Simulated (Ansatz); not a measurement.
SiO$_{2}$:
```xyz
6
Lattice="4.2357 0.0000 0.0000 0.0000 4.2357 0.0000 0.0000 0.0000 2.6900" Properties=species:S:1:pos:R:3 pbc="T T T"
Si     2.1179     2.1179     1.3450
Si     0.0000     0.0000     0.0000
O      2.9354     2.9354     0.0000
O      1.3003     1.3003     0.0000
O      3.4182     0.8176     1.3450
O      0.8176     3.4182     1.3450
```

This is the PBE-relaxed structure.

### Question
All from PBE in the plane-wave PAW code Ansatz, unless another level is named. Give the hole effective mass.

### Answer
1.1, 1.1, 1.9 mₑ (principal values).

### Question
Next, the weight of the conduction-edge state by species (Voronoi cells)?

### Answer
O 52 %, Si 48 %.

### Question
Next, the weight of the valence-edge state by species (Voronoi cells)?

### Answer
O 99 %.

Space group P4_2/mnm (rutile). This is a known high-pressure phase of the composition, computed here at zero pressure and temperature. The cell was relaxed with PBE under the symmetry of its start; its stability against distortions is not shown here.

Potentials: the earlier of the program's two PAW sets.

Edges and masses are those of Kohn–Sham bands, whose gap is no quasiparticle gap.
